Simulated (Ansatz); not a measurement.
Structure types of Mg compared at 12 GPa

Structure types of Mg are relaxed in primitive cells with their symmetry kept at 12 GPa, on PAW files; LAPW relaxes the small cells further and takes the PAW cell for the others (marked *). The enthalpy is E + pV at zero temperature, without zero-point motion. Only the types listed were tried, and differences under about 5 meV/atom are mesh noise.

Computed with Ansatz 0.2.0; functional LDA, scalar-relativistic. Settings: Fermi–Dirac smearing of 0.1 eV, no spin polarisation. Methods: LAPW: all electrons, basis error target 0.5 meV/atom; PAW: frozen-core files, cutoff 420 eV.

k meshes: fcc 16×16×16, bcc 16×16×16, hcp 15×15×8, dhcp 12×12×4, simple hexagonal 16×16×14, diamond 12×12×12.

The PAW files were made under PBE.

Problem. Which type is lowest in enthalpy, and by how much?

Solution. hcp, 10 meV/atom below dhcp. The whole table:

| start type | ends as | a, b, c (Å) | V (Å³/atom) | H − H(lowest), LAPW (meV/atom) | same, PAW |
| --- | --- | --- | --- | --- | --- |
| fcc | fcc, Fm-3m | 4.140, 4.140, 4.140 | 17.74 | 23.3 | 23.3 |
| bcc | bcc, Im-3m | 3.277, 3.277, 3.277 | 17.60 | 25.3 | 25.3 |
| hcp | hcp, P6_3/mmc | 2.940, 2.940, 4.722 | 17.67 | 0.0 | 0.0 |
| dhcp* | dhcp, P6_3/mmc | 2.937, 2.937, 9.466 | 17.68 | 10.5 | 10.5 |
| simple hexagonal | simple hexagonal, P6/mmm | 2.823, 2.823, 2.716 | 18.74 | 351.0 | 351.1 |
| diamond | diamond, Fd-3m | 5.818, 5.818, 5.818 | 24.61 | 1549.1 | 1549.3 |

Problem. Split the lead of hcp over dhcp into energy and pV.

Solution. For dhcp less hcp: ΔE = +9.8 meV/atom, and p·ΔV = 12 GPa × +0.0086 Å³ × 6.242 meV/(GPa·Å³) = +0.6 meV/atom, together 10.4 meV/atom. hcp wins on both counts.
